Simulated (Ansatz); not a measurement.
# Notes on YbSn

```
CELL_PARAMETERS angstrom
5.00482 0.00000 0.00000
0.00000 5.00482 0.00000
0.00000 0.00000 4.43976
ATOMIC_POSITIONS crystal
Sn 0.00000 0.00000 0.00000
Sn 0.50000 0.50000 0.00000
Yb 0.00000 0.50000 0.50000
Yb 0.50000 0.00000 0.50000
```

Single point in Ansatz 0.2.0 with r2SCAN, collinear spin. Cutoff 500 eV, PAW datasets, 5×5×5 Γ-centred k mesh, fermi-dirac filling (width 0.0394 eV).

The state carries no moments; the state need not be the lowest.

- Electronic structure: It is a metal, with about 3.7 states/eV a cell as the mean within 0.25 eV of the Fermi level, mostly Yb f (59 %), Sn p (19 %) and Yb d (17 %).
- Formation energy: -0.70 eV an atom against the elements' usual phases (free molecules for gases, crystals otherwise, with no correction for O₂ or N₂), so it is bound against them; other compounds may still compete. Relaxing would lower it.
- Stress: The pressure is -2.5 GPa (compression positive), so with the atoms held at these fractions the cell would first shrink.
- Charges: Bader charges in e: Yb +1.27, Sn -1.27. In the mean Yb gives up most and Sn takes most.
- Contacts: Sn–Yb at 3.35 Å: least valence density 0.13 e/Å³ and ELF 0.14 there. Sn–Sn at 3.54 Å: least valence density 0.14 e/Å³ and ELF 0.41 there. Yb–Yb at 3.54 Å: least valence density 0.06 e/Å³ and ELF 0.06 there. Both are smooth PAW fields, read partly inside the augmentation spheres.

Origin: a database entry at a rescaled volume. Caveats: f levels without a U or exact exchange are poorly placed.
